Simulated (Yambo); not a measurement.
A G0W0@PBEsol run in Yambo for Rb2NaAlF6 (space group Fm-3m, No. 225) (2×2×2 Γ-centred k mesh, bands 2 to 286 and a 8 Ry block in the screening, 286 bands in G with the Bruneval-Gonze terminator, plasmon pole fitted at 27.2 eV) gives these matrix elements, in eV, at the band edges (Γ → Γ):

```csv
state,E0,<Vxc>,<Σx>,<Σc(E0)>,Z
valence edge,0.000,-22.587,-30.493,4.671,0.823
conduction edge,6.654,-9.635,-5.162,-2.962,0.897
```

Q: Solve the linearised quasiparticle equation for both states, give the gap, and say how exchange and correlation each act on it.

A: E = E0 + Z(Σx + Σc − Vxc). Valence: 0.000 + 0.823 × (-30.493 + (4.671) − (-22.587)) = -2.66 eV. Conduction: 6.654 + 0.897 × (-5.162 + (-2.962) − (-9.635)) = 8.01 eV. The gap is 10.67 eV, against 6.65 eV in PBEsol. Replacing Vxc by bare exchange alone would open it by 12.38 eV; correlation takes back 7.63 eV of that, and Z scales what is left. Nearest settings tried, and what they do to the gap: 222 bands in W, 222 bands in G: +22 meV; 6 Ry block (283 vectors against 411): -11 meV; 1×1×1 mesh: -169 meV. So the settings aren't converged at that level. The k mesh is coarse. 

Geometry of the Materials Project entry, not relaxed at this level; primitive cell a = 5.975 Å, b = 5.975 Å, c = 5.975 Å, α = 60.00°, β = 60.00°, γ = 60.00°.

The structure is a Materials Project entry; no match was found in the copy of COD used, and its stability was not checked.
